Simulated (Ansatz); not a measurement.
**Rh under compression and expansion**

```cif
data_structure
_symmetry_space_group_name_H-M 'Fm-3m'
_symmetry_Int_Tables_number 225
_cell_length_a 3.8031
_cell_length_b 3.8031
_cell_length_c 3.8031
_cell_angle_alpha 90.000
_cell_angle_beta 90.000
_cell_angle_gamma 90.000
_cell_volume 55.01
loop_
_atom_site_label
_atom_site_type_symbol
_atom_site_symmetry_multiplicity
_atom_site_Wyckoff_symbol
_atom_site_fract_x
_atom_site_fract_y
_atom_site_fract_z
_atom_site_occupancy
Rh1 Rh 4 a 0.00000 0.00000 0.00000 1
```

The runs use the primitive cell with vectors (0.000, 1.902, 1.902), (1.902, 0.000, 1.902), (1.902, 1.902, 0.000) Å, to which the k mesh refers.

The cell comes from COD entry 9008482, which wasn't checked; take it as a given geometry.

Levels of theory: DFT, PBEsol, all-electron LAPW, scalar-relativistic (Ansatz 0.2.0); DFT, PBEsol, PAW with Ansatz's default frozen-core files, scalar-relativistic (Ansatz 0.2.0).

For LAPW: a Γ-centred 16×16×16 k mesh, Fermi–Dirac smearing of 0.08 eV, basis error target 1 meV/atom, no spin polarisation. PAW takes a cutoff of 420 eV at this cell (files made with PBE, cores remade for this functional). The Ansatz runs share mesh, smearing and spin set-up. Plane-wave (PAW) pressures include the program's estimate of the Pulay term.

The cell above is scaled evenly, with fractional coordinates and shape held.

Problem. Estimate the equilibrium volume and bulk modulus that all-electron LAPW gives for this fixed shape.

Solution. V0 = 13.51 Å³/atom, B0 = 294 GPa, B0′ = 5.1, from a third-order Birch–Murnaghan fit to these pressures:
```csv
V/V(cell),V (Å³/atom),"P, LAPW (GPa)","P, PAW (GPa)","free energy over the lowest listed, PAW (meV/atom)"
0.9400,12.927,14.65,14.67,25.6
0.9405,12.933,14.46,14.47,25.0
0.9600,13.202,7.32,7.33,6.9
0.9800,13.477,0.83,0.84,0.0
0.9900,13.614,-2.12,-2.11,0.6
1.0000,13.752,-4.89,-4.88,3.6
1.0100,13.889,-7.49,-7.48,8.9
1.0200,14.027,-9.94,-9.93,16.4
1.0400,14.302,-14.39,-14.38,37.3
1.0600,14.577,-18.31,-18.29,65.4
```

PAW's V0 lies 0.00 % from the all-electron value and its B0 0.0 %. Symmetry fixes shape and coordinates here, so this is the relaxed modulus.
